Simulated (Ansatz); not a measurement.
**Al2O3: O-17 NMR of the central transition**

Cell: a diffraction structure from the COD whose atoms were relaxed with PBE, the cell held.

Space group R-3c:H (No. 167); a = 4.7605, c = 12.9956 Å, γ = 120.00°.

```csv
site,Wyckoff,site symmetry,x,y,z
Al,12c,3.,0.0000,0.0000,0.8521
O,18e,.2,0.9731,0.3333,0.0833
```

One atom of each set is listed; the run and its k-mesh use a cell of 10 atoms with edges of 5.13, 5.13, 5.13 Å.

All values are calculated (Ansatz; DFT, r2SCAN, plane waves and PAW, scalar-relativistic, 500 eV cutoff, Γ-centred 8×8×8 k-points, Fermi–Dirac smearing 0.02 eV), not measured.

O-17 has I = 5/2 and Q = -25.58 mb (Pyykkö 2018); at 7.05 T its Larmor frequency is ν₀ = 40.7 MHz. Only the quadrupole interaction is simulated: positions count from each site's isotropic chemical shift, and J coupling is left out, as are shift anisotropy and dipolar coupling, which fast spinning averages.

**Question.** Give C_Q, η, the quadrupolar product P_Q = |C_Q|(1 + η²/3)^½, the second-order isotropic shift and the breadth of the pattern (fast magic-angle spinning) for each O site.

**Answer.** 

```tsv
site	first shell	C_Q (MHz)	η	P_Q (MHz)	δ_QIS (ppm)	breadth (kHz)
O	4 Al at 1.86–1.97 Å; also 2 Al at 3.22 Å	2.39	0.51	2.49	-22.4	2.12
```

δ_QIS = −(ν_Q²/30ν₀²)[I(I+1) − 3/4](1 + η²/3) × 10⁶ ppm with ν_Q = 3|C_Q|/[2I(2I−1)]; it falls as 1/B₀² in ppm, and the breadth as 1/B₀ in kHz.

The run took 4.7 s of wall time (17 s of CPU time) and 0.81 GiB at its peak, on 4 threads of Intel Xeon Platinum 8488C (Sapphire Rapids) (x86_64; 16 cores open to the job, memory cap 10.0 GiB, no GPU), a shared host with a load of 0.3 a core.
